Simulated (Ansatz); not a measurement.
Data:

Starting cell, HfO$_{2}$ (tetragonal-ZrO2 type, space group P4_2/nmc):

```
HfO2
1.0
    3.56753     0.00000     0.00000
    0.00000     3.56753     0.00000
    0.00000     0.00000     5.16669
Hf O
2 4
Direct
  0.00000   0.00000   0.00000
  0.50000   0.50000   0.50000
  0.00000   0.50000   0.20010
  0.00000   0.50000   0.70010
  0.50000   0.00000   0.29990
  0.50000   0.00000   0.79990
```

In this cell atom 4 (O, nearest neighbour Hf at 2.062 Å; its periodic images, 3.6 Å or more away, move with it) is moved by s along Cartesian z, unit vector (0.000, 0.000, 1.000); all other atoms and the cell stay fixed.

Method: PBEsol (plane waves to 420 eV, PAW, scalar-relativistic; Ansatz, an electronic-structure program). k mesh 8×8×5 (Γ-centred), Fermi-Dirac smearing 0.05 eV. Energies are smeared free energies. HfO2 is run without spin polarisation. HfO2 was relaxed with its symmetry unable to fall. Spin-orbit coupling is left out, though Hf is heavy. The PAW data are Ansatz's earlier set. This is a high-temperature form of HfO2. ΔE is measured from the undisplaced structure.

The scan covers s from -0.410 to 0.410 Å in 11 points.

Q: Is this a single well or a double well?

A: A single well with its minimum at or next to zero displacement.

Q: Is the energy the same for displacements of ±0.410 Å, and if not, which side lies higher?

A: Not even: the negative side lies higher at ±0.410 Å. With its periodic images moving along, the atom's site symmetry in this cell is mm2.

Q: What is the force constant k = d²E/ds² of this move at s = 0?

A: 13.7 eV/Å².

(For displaced atoms, the force is minus the slope of the energy, and its curvature is a force constant, which sets phonon frequencies.)
